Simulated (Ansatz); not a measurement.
SnO:
```cif
data_O4Sn4
_chemical_formula_sum 'Sn4 O4'
_space_group_name_H-M_alt 'P 1'
_space_group_IT_number 1
_cell_length_a 3.36180
_cell_length_b 3.36180
_cell_length_c 11.77455
_cell_angle_alpha 90.000
_cell_angle_beta 90.000
_cell_angle_gamma 95.983
loop_
_space_group_symop_operation_xyz
  'x, y, z'
loop_
_atom_site_label
_atom_site_type_symbol
_atom_site_fract_x
_atom_site_fract_y
_atom_site_fract_z
_atom_site_occupancy
Sn1 Sn 0.06150 0.93850 0.99722 1
Sn2 Sn 0.93850 0.06150 0.49722 1
Sn3 Sn 0.43862 0.56138 0.23201 1
Sn4 Sn 0.56138 0.43862 0.73201 1
O1 O 0.47826 0.52174 0.05173 1
O2 O 0.52174 0.47826 0.55173 1
O3 O 0.02190 0.97810 0.17750 1
O4 O 0.97810 0.02190 0.67750 1
```

Relaxed with LDA.

### Question
Which orbitals make up the states near the band edges in plane-wave PAW LDA (Ansatz code)?

### Answer
Top 1 eV of the valence band: O 2p 43 %, Sn 5s 35 %, Sn 5p 20 %. Bottom 1 eV of the conduction band: Sn 5p 65 %, O 2p 16 %, O 2s 9 %, Sn 5s 6 %. Projections are on Löwdin-orthogonalised atomic valence shells; empty p or d shells of many metals are not among them.

### Question
Tabulate the density of states.

### Answer
States/eV per cell of 8 atoms, in 0.25 eV bins, energy from the valence-band maximum.

| E (eV) | total | O 2p | Sn 5p | Sn 5s |
|---|---|---|---|---|
| -7.85 | 3.22 | 1.36 | 0.21 | 1.60 |
| -7.60 | 2.98 | 1.31 | 0.20 | 1.38 |
| -7.35 | 3.54 | 1.64 | 0.26 | 1.45 |
| -7.10 | 4.61 | 2.26 | 0.40 | 1.61 |
| -6.85 | 2.90 | 1.37 | 0.29 | 0.98 |
| -6.60 | 2.61 | 1.23 | 0.35 | 0.79 |
| -6.35 | 2.14 | 0.82 | 0.32 | 0.78 |
| -6.10 | 2.86 | 1.48 | 0.52 | 0.70 |
| -5.85 | 1.87 | 1.05 | 0.39 | 0.33 |
| -5.60 | 1.80 | 1.09 | 0.39 | 0.24 |
| -5.35 | 2.38 | 1.52 | 0.58 | 0.17 |
| -5.10 | 3.61 | 2.39 | 0.90 | 0.19 |
| -4.85 | 4.92 | 3.28 | 1.18 | 0.30 |
| -4.60 | 6.02 | 4.17 | 1.40 | 0.27 |
| -4.35 | 6.08 | 4.35 | 1.34 | 0.22 |
| -4.10 | 4.32 | 3.15 | 0.93 | 0.13 |
| -3.85 | 4.36 | 3.31 | 0.83 | 0.12 |
| -3.60 | 4.06 | 3.21 | 0.68 | 0.08 |
| -3.35 | 6.41 | 5.23 | 0.85 | 0.17 |
| -3.10 | 3.43 | 2.89 | 0.35 | 0.11 |
| -2.85 | 11.27 | 10.11 | 0.72 | 0.22 |
| -2.60 | 3.21 | 2.96 | 0.15 | 0.05 |
| -2.35 | 0.59 | 0.46 | 0.06 | 0.05 |
| -2.10 | 1.51 | 0.97 | 0.24 | 0.25 |
| -1.85 | 3.70 | 2.15 | 0.87 | 0.58 |
| -1.60 | 5.35 | 2.59 | 1.35 | 1.26 |
| -1.35 | 4.19 | 2.00 | 0.99 | 1.09 |
| -1.10 | 3.00 | 1.24 | 0.69 | 1.00 |
| -0.85 | 5.25 | 2.19 | 1.15 | 1.79 |
| -0.60 | 5.25 | 2.29 | 0.96 | 1.89 |
| -0.35 | 2.55 | 1.13 | 0.45 | 0.91 |
| -0.10 | 0.43 | 0.22 | 0.06 | 0.14 |
| 0.15 | 0.00 | 0.00 | 0.00 | 0.00 |
| 0.40 | 0.00 | 0.00 | 0.00 | 0.00 |
| 0.65 | 0.00 | 0.00 | 0.00 | 0.00 |
| 0.90 | 0.00 | 0.00 | 0.00 | 0.00 |
| 1.15 | 0.02 | 0.00 | 0.01 | 0.00 |
| 1.40 | 0.33 | 0.04 | 0.22 | 0.01 |
| 1.65 | 1.23 | 0.19 | 0.78 | 0.08 |
| 1.90 | 2.59 | 0.42 | 1.67 | 0.17 |
| 2.15 | 3.40 | 0.51 | 2.24 | 0.22 |
| 2.40 | 2.91 | 0.47 | 1.85 | 0.23 |
| 2.65 | 2.92 | 0.50 | 1.84 | 0.24 |
| 2.90 | 4.24 | 0.78 | 2.56 | 0.44 |
| 3.15 | 4.31 | 0.81 | 2.57 | 0.46 |
| 3.40 | 2.73 | 0.52 | 1.63 | 0.27 |
| 3.65 | 1.86 | 0.32 | 1.09 | 0.26 |
| 3.90 | 2.66 | 0.46 | 1.59 | 0.36 |
| 4.15 | 2.15 | 0.36 | 1.43 | 0.16 |
| 4.40 | 2.07 | 0.33 | 1.43 | 0.11 |
| 4.65 | 4.15 | 0.70 | 2.80 | 0.22 |
| 4.90 | 4.87 | 0.80 | 3.22 | 0.34 |
| 5.15 | 4.98 | 0.85 | 3.33 | 0.31 |
| 5.40 | 4.63 | 0.72 | 3.17 | 0.26 |
| 5.65 | 3.62 | 0.48 | 2.52 | 0.19 |
| 5.90 | 3.84 | 0.52 | 2.75 | 0.13 |

Space group Cmce. The first step of the workflow began from a Materials Project structure, measured or hypothetical; the Crystallography Open Database copy checked does not list it. It is not the phase usual at ambient conditions (space group No. 129). Symmetry was held in the LDA relaxation; whether a distortion lowers the energy is not shown. A crystal of weakly bound layers computed without a dispersion correction: the cell and the soft elastic constants depend strongly on that. Scalar-relativistic: spin–orbit coupling is off unless named, which matters more the heavier the elements.

Potentials: the later of the program's two PAW sets.
